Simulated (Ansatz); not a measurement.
Li2H6Pt:
```cif
data_H24Li8Pt4
_chemical_formula_sum 'Li8 H24 Pt4'
_space_group_name_H-M_alt 'Fm-3m'
_space_group_IT_number 225
_space_group_name_Hall '-F 4 2 3'
_cell_length_a 6.69120
_cell_length_b 6.69120
_cell_length_c 6.69120
_cell_angle_alpha 90.000
_cell_angle_beta 90.000
_cell_angle_gamma 90.000
loop_
_atom_site_label
_atom_site_type_symbol
_atom_site_symmetry_multiplicity
_atom_site_Wyckoff_symbol
_atom_site_fract_x
_atom_site_fract_y
_atom_site_fract_z
_atom_site_occupancy
Li1 Li 8 c 0.25000 0.25000 0.25000 1
H1 H 24 e 0.00000 0.00000 0.24360 1
Pt1 Pt 4 a 0.00000 0.00000 0.00000 1
```
(The calculation used a cell of 9 atoms; values per cell refer to that cell.)

Relaxed with r²SCAN. Independent-particle spectrum: no excitons, no local fields, no scissors shift; 0.1 eV broadening; ε₁ of the summed bands alone.

Tabulate the dielectric function from plane-wave PAW r²SCAN (Ansatz code).



| E (eV) | ε₁ xx | ε₂ xx |
|---|---|---|
| 0.0 | 4.24 | 0.00 |
| 0.5 | 4.25 | 0.00 |
| 1.0 | 4.30 | 0.00 |
| 1.5 | 4.38 | 0.00 |
| 2.0 | 4.51 | 0.00 |
| 2.5 | 4.69 | 0.00 |
| 3.0 | 4.95 | 0.00 |
| 3.5 | 5.34 | 0.00 |
| 4.0 | 5.96 | 0.00 |
| 4.5 | 7.17 | 0.00 |
| 5.0 | 11.09 | 2.65 |
| 5.5 | 9.00 | 7.19 |
| 6.0 | 1.48 | 8.51 |
| 6.5 | 0.89 | 5.71 |
| 7.0 | 1.24 | 3.95 |
| 7.5 | 1.23 | 3.29 |
| 8.0 | 2.97 | 3.33 |
| 8.5 | 3.40 | 3.61 |
| 9.0 | 1.32 | 5.16 |
| 9.5 | 0.69 | 4.57 |
| 10.0 | -0.45 | 3.92 |
| 10.5 | -0.28 | 3.50 |
| 11.0 | -0.53 | 2.92 |
| 11.5 | -0.77 | 2.72 |
| 12.0 | -0.37 | 1.95 |

From ε at 5.9 eV (xx: 2.32 + 10.58i), find n, k, the normal reflectivity and the absorption coefficient.

n = 2.56, k = 2.063, R = 40 %, α = 2kE/ħc = 1200000 cm⁻¹.

With all bands, ε∞ without local fields is 4.34.

The workflow started from a Materials Project entry (that database holds measured and hypothetical structures alike); the Crystallography Open Database copy checked does not list it. Whether it is the stable phase at ambient conditions was not checked. Symmetry was held in the r²SCAN relaxation; whether a distortion lowers the energy is not shown. The run is not spin-polarised. Spin–orbit coupling is left out wherever it is not named.

Potentials: the later of the program's two PAW sets.
